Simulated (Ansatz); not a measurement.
KTaO3 (cubic perovskite), relaxed with PBE (Ansatz, an electronic-structure program, plane waves, PAW): a = b = c = 4.0244 Å, α = β = γ = 90.00°.

gap (eV): 2.16
B₀ by P(V) fit (GPa): 188

Q: The same phase is relaxed and computed with HSE06 in the same code. What are the cell and these values now?

A: a = b = c = 3.9862 Å, α = β = γ = 90.00°.

* **gap (eV)**: 3.58
* **B₀ by P(V) fit (GPa)**: 212

All cells were relaxed under the symmetry of their starts (and spin orders); stability against distortions was not tested throughout. Rows with no word on spin ran without spin polarisation. Spin–orbit coupling is left out wherever it is not named.

Potentials: the later of the program's two PAW sets.

Ansatz is a plane-wave DFT program.
